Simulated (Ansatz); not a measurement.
Data sheet: Eu (DFT)

Eu:
```
CELL_PARAMETERS angstrom
      0.00000     2.76276     2.76276
      2.76276     0.00000     2.76276
      2.76276     2.76276     0.00000
ATOMIC_POSITIONS crystal
  Eu 0.00000 0.00000 0.00000
```
The run is spin-polarised; directions of the spins, atom by atom: ↑.

Space group Fm-3m (No. 225), fcc (Cu type); conventional cell a = b = c = 5.5255 Å, α = β = γ = 90.00°.

Method: r²SCAN in the plane-wave PAW code Ansatz. Geometry: relaxed at this level of theory. Other levels are named where they apply.

### Cell and energy

- Volume per atom: 42.18 Å³
- Density: 5.98 g/cm³

### Electronic structure

- Electronic character = metallic (no gap)
- Density of states at the Fermi level = 1.7 states/eV per atom (mean over ±0.08 eV)

### Magnetism

Magnetic order: ferromagnetic
Net moment: 7.86 μB per atom

### Mechanics

* **Bulk modulus (Birch–Murnaghan fit)**: 133 kbar
* **Pressure derivative B′**: 5.0
* **Elastic constants (relaxed ions, GPa)**: C11 = 17.6, C12 = 10.9, C44 = 14.1
* **Mechanical stability**: stable (all eigenvalues of C positive)
* **Hill bulk and shear moduli**: 13.1 and 8.0 GPa
* **Young's modulus**: 19.9 GPa
* **Poisson's ratio**: 0.25
* **Debye temperature from the elastic constants**: 110 K

A made-up cell: these elements were put on the sites of a structure type; the Crystallography Open Database copy checked does not list it. It is not the phase usual at ambient conditions (space group No. 229). Symmetry was held in the r²SCAN relaxation; whether a distortion lowers the energy is not shown. Spin order of the final state: ferromagnetic, chosen from 3 collinear starts compared on coarse meshes (ties went to the first, and starts can fall back to one state), not a proven ground state. Caveat: open 4f shells can settle in a state that is not the lowest. Other orbital occupations within this spin state were not tried. No Hubbard U is applied. As this level gives no gap, shear constants depend on the k-mesh and smearing (Fermi–Dirac, 0.1 eV here). Spin–orbit coupling is left out wherever it is not named.

Potentials: the later of the program's two PAW sets.
